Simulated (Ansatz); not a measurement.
**Every step of a relaxation of As**

DFT, LDA, PAW with Ansatz's default frozen-core files, scalar-relativistic (Ansatz 0.2.0); a Γ-centred 11×11×11 k mesh, Fermi–Dirac smearing of 0.05 eV, no spin polarisation. The run relaxes cell and atoms at a target pressure of 0 GPa.

Command: `ansatz run input.yaml --threads 1 --pin off --max-ram 3072MiB --backend cpu --events-out ev --progress --plain --runs-dir out` It took 32 s on 1 thread of Arm Neoverse V1, on a shared host, peak memory 0.38 GiB.

```yaml
crystal:
  lattice:
    - [1.8807968987, 1.0858785957, 3.5140619945]
    - [-1.8807968987, 1.0858785957, 3.5140619945]
    - [0.0, -2.1717571915, 3.5140619945]
  atoms:
    - { symbol: As, position: [0.774, 0.774, 0.774] }
    - { symbol: As, position: [0.226, 0.226, 0.226] }
kpoints:
  mp_grid: { grid: [11, 11, 11] }
scf:
  occupations: { method: fermi_dirac, width: 0.05 }
hamiltonian:
  xc: lda
  pseudopotentials: { kind: paw }
output:
  forces: true
  stress: true
relax:
  f_tol: 0.003
  max_steps: 80
  cell: {}
```

Each step lists its free energy a cell above the last geometry, the pressure, the cell vectors (Å), and Cartesian positions (Å) with forces (eV/Å).

The first step:

```
step 1  dF = 26.90 meV  P = -1.33 GPa
  cell 1.8808 1.0859 3.5141  -1.8808 1.0859 3.5141  0.0000 -2.1718 3.5141
  As 0.0000 0.0000 8.1597   0.0000 0.0000 -0.2631
  As 0.0000 0.0000 2.3825   0.0000 0.0000 0.2631
```

The PAW files were made under PBE.

Q: Where does the relaxation end, and by which steps?

A: After 5 geometries, with conventional a, b, c = 3.760, 3.760, 9.989 Å, at 20.381 Å³/atom (-5.34 % against the start) in space group R-3m, with a shortest distance of 2.517 Å. The further steps:
```
step 2  dF = 19.36 meV  P = 1.92 GPa
  cell 1.8433 1.0642 3.3615  -1.8433 1.0642 3.3615  0.0000 -2.1284 3.3615
  As 0.0000 0.0000 7.7380   0.0000 0.0000 0.1953
  As 0.0000 0.0000 2.3463   0.0000 0.0000 -0.1953
step 3  dF = 1.87 meV  P = -0.07 GPa
  cell 1.8715 1.0805 3.3744  -1.8715 1.0805 3.3744  0.0000 -2.1610 3.3744
  As 0.0000 0.0000 7.7912   0.0000 0.0000 0.0606
  As 0.0000 0.0000 2.3322   0.0000 0.0000 -0.0606
step 4  dF = 0.09 meV  P = -0.10 GPa
  cell 1.8811 1.0860 3.3335  -1.8811 1.0860 3.3335  0.0000 -2.1721 3.3335
  As 0.0000 0.0000 7.6977   0.0000 0.0000 -0.0179
  As 0.0000 0.0000 2.3028   0.0000 0.0000 0.0179
step 5  dF = 0.00 meV  P = 0.01 GPa
  cell 1.8799 1.0854 3.3296  -1.8799 1.0854 3.3296  0.0000 -2.1707 3.3296
  As 0.0000 0.0000 7.6866   0.0000 0.0000 -0.0029
  As 0.0000 0.0000 2.3021   0.0000 0.0000 0.0029
step 6  dF = 0.41 meV  P = 0.00 GPa  (same geometry on a basis chosen anew; earlier energies don't compare to the last digit)
  cell 1.8799 1.0854 3.3296  -1.8799 1.0854 3.3296  0.0000 -2.1707 3.3296
  As 0.0000 0.0000 7.6866   0.0000 0.0000 -0.0029
  As 0.0000 0.0000 2.3021   0.0000 0.0000 0.0029
```
